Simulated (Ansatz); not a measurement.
K$_{4}$BeAs$_{2}$ (space group R-3m)

```
CELL_PARAMETERS angstrom
      2.83737     1.63816     8.62074
     -2.83737     1.63816     8.62074
      0.00000    -3.27631     8.62074
ATOMIC_POSITIONS crystal
  K  0.62395 0.62395 0.62395
  K  0.37605 0.37605 0.37605
  K  0.20853 0.20853 0.20853
  K  0.79147 0.79147 0.79147
  Be 0.00000 0.00000 0.00000
  As 0.91997 0.91997 0.91997
  As 0.08003 0.08003 0.08003
```

The slice is a (1 -1 0 2) plane (indices of the conventional cell) through the point (0.791, 0.791, 0.791) (fractional), spanned by u = [1 0 -1] and v = [010] in vectors of this cell: u (5.67 Å) and v (9.22 Å, at 90° to u). It covers one period; positions are fractions (u, v).

All values below come from r2SCAN (plane waves to 500 eV, PAW, scalar-relativistic; Ansatz, an electronic-structure program). k mesh 7×7×7. Inside the PAW spheres the values are not all-electron values, and peaks at nuclei hang on which shells count as valence. K4BeAs2 was relaxed with its symmetry unable to fall.

Three fields on this plane, each scaled to ten steps between its own extremes (0 low, 9 high; the total valence density on a logarithmic scale, the potential cut 8 eV below its top; x marks points blanked near nuclei; v = 0 in the bottom row):

Map A
```
|xxx6323333236xx|
|xx742233332247x|
|764222333322246|
|221113455431112|
|111124788742111|
|1101259xx952101|
|1111269xx962111|
|111125799752111|
|221112566521112|
|332111222211123|
|433210000001233|
|443321000012334|
|554321100112345|
|665432233223456|
|776544566544567|
|876545899854567|
|7765469xx964567|
|6654459xx954456|
|544324688642344|
|443212344321234|
|764211122111246|
|xx741111111147x|
|xxx6222222226xx|
|xxx7323333237xx|
```

Map B
```
|xxx4016776104xx|
|xx700244442007x|
|641000000000014|
|000000000000000|
|000000477400000|
|1000038xx830000|
|0000049xx940000|
|000002899820000|
|000000355300000|
|000000000000000|
|000000000000000|
|111220000002211|
|555530000003555|
|888730000003788|
|999710266201799|
|999700799700799|
|9996029xx920699|
|9984018xx810489|
|665200588500256|
|000000022000000|
|420000000000002|
|xx710000000017x|
|xxx4003553004xx|
|xxx6016776106xx|
```

Map C
```
|xxx2789999872xx|
|xx057899998750x|
|135678888887653|
|667777655677776|
|888775200257788|
|8887630xx036788|
|8887630xx036788|
|777764000046777|
|777765322356777|
|677776655667777|
|778887777778887|
|888988777788988|
|999998777789999|
|889998655689998|
|679986422468997|
|568985000058986|
|7799730xx037997|
|8999740xx047999|
|999875200257899|
|777876544567877|
|235677777777653|
|xx047888888740x|
|xxx2689999862xx|
|xxx1689999861xx|
```

Problem. Assign the maps to these fields: electron localisation function (ELF); valence electron density; electrostatic potential energy of an electron, from the cell's mean.

Solution. A is the valence electron density; B is the electron localisation function (ELF); C is the electrostatic potential energy of an electron, from the cell's mean.
